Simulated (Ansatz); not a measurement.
**How the vibrations of Au change with volume**

Theory: Ansatz, DFT PBEsol, scalar-relativistic, plane waves, PAW. Settings: 420 eV plane-wave cutoff, Γ-centred 18×18×10 mesh, Fermi-Dirac smearing of 0.15 eV. No spin polarisation. Phonons by linear response, acoustic sum rule imposed.

Equilibrium structure at this level:
```
Au
1.0
     2.86329    0.00000    0.00000
    -1.43165    2.47969    0.00000
     0.00000    0.00000    4.79911
Au
2
Direct
  0.33333 0.66667 0.75000
  0.66667 0.33333 0.25000
```

In a metal, frequencies depend on the k mesh and the smearing, soft modes most. Spin–orbit coupling is left out, which can shift energies with elements as heavy as these.

Cells at 0.98 and 1.02 times the equilibrium volume were relaxed in shape and atoms; γ = −d ln ν / d ln V, modes matched by rank.

Question: Give the optical frequencies at Γ (cm⁻¹) at the three volumes and the mode Grüneisen parameters.

Answer:
| 0.98 V | V | 1.02 V | γ | degeneracy |
| --- | --- | --- | --- | --- |
| 43 | 40 | 36 | 4.40 | 2 |
| 156 | 146 | 137 | 3.21 | 1 |

Question: What pressures hold the two strained cells, and what bulk modulus follows?

Answer: 3.68 GPa at 0.98 V and -3.21 GPa at 1.02 V, so B = −dP/d ln V ≈ 172 GPa.

This form isn't the element's structure at ambient conditions.

Cost: 6 runs of about 6.8 core-minutes in all, on Intel Xeon Platinum 8259CL (Skylake/Cascade Lake) (shared hosts).